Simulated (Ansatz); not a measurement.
# Is this AlGa3As4 structure a true minimum?

It was reached by relaxing an invented guess, and it needn't be the stable form of this composition.

Method: DFT PBE, scalar-relativistic, plane waves, PAW in Ansatz 0.2.0. Settings: cutoff 420 eV, Γ-centred mesh 6×6×6 on the computed 8-atom cell, Gaussian smearing of 0.02 eV; no spin polarisation.

The cell below (8 atoms, space group P-43m (No. 215)) is relaxed within its symmetry.

```
Al Ga As
1.0
     5.74041    0.00000    0.00000
     0.00000    5.74041    0.00000
     0.00000    0.00000    5.74041
Al Ga As
1 3 4
Direct
  0.50000 0.50000 0.50000
  0.50000 0.00000 0.00000
  0.00000 0.00000 0.50000
  0.00000 0.50000 0.00000
  0.74932 0.25068 0.74932
  0.74932 0.74932 0.25068
  0.25068 0.25068 0.25068
  0.25068 0.74932 0.74932
```

For the test it was strained at random (σ = 1.5 % a component), the atoms were moved at random (σ = 0.05 Å), and all was relaxed again on a coarse 2×2×2 mesh (in the run’s order of axes) with 0.10 eV smearing, with no symmetry imposed.

**Question.** What happens?

**Answer.** It returns, within 1 meV/atom of the unmoved cell on that mesh and with the same symmetry when read at 0.1 Å. So it is stable against the distortions that fit this cell and that this random move excites. Modes that don't fit the cell aren't tested.
